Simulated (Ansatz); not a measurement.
Relaxed AlFe (CsCl type):

```xyz
2
Lattice="2.8454 0.0000 0.0000 0.0000 2.8454 0.0000 0.0000 0.0000 2.8454" Properties=species:S:1:pos:R:3 pbc="T T T"
Al     0.0000     0.0000     0.0000
Fe     1.4227     1.4227     1.4227
```

Scan: atom 2 (Fe, nearest neighbour Al at 2.464 Å; its periodic images, 2.8 Å or more away, move with it) is displaced along Cartesian z, direction (0.000, 0.000, 1.000) in Cartesian axes, by s. The other atoms stay.

These are PBEsol (plane waves to 420 eV, PAW, scalar-relativistic; Ansatz, a first-principles code) values and carry that method's errors. k mesh 13×13×13 (Γ-centred), Fermi-Dirac smearing 0.05 eV. The energy includes the smearing's −TS. With partly filled bands, energies and forces of such displacements shift with the k mesh and the smearing. F∥ is the force on the atom along that direction. AlFe was relaxed with its symmetry unable to fall. Relaxed AlFe ends ferromagnetic. The magnetic order is the one the run started from; other orders were not tried. ΔE is measured from the undisplaced structure.

Task: Predict the ΔE (meV/cell) and F∥ (eV/Å) at s (Å) = -0.490, -0.392, -0.294, -0.196, -0.098, 0.098, 0.392, 0.490.

Result: 
| s (Å) | ΔE (meV/cell) | F∥ (eV/Å) |
|---|---|---|
| -0.490 | 982 | 3.786 |
| -0.392 | 641 | 3.161 |
| -0.294 | 366 | 2.443 |
| -0.196 | 164 | 1.662 |
| -0.098 | 41 | 0.840 |
| 0.098 | 41 | -0.840 |
| 0.392 | 641 | -3.161 |
| 0.490 | 982 | -3.786 |

(For displaced atoms, the force is minus the slope of the energy, and its curvature is a force constant, which sets phonon frequencies.)
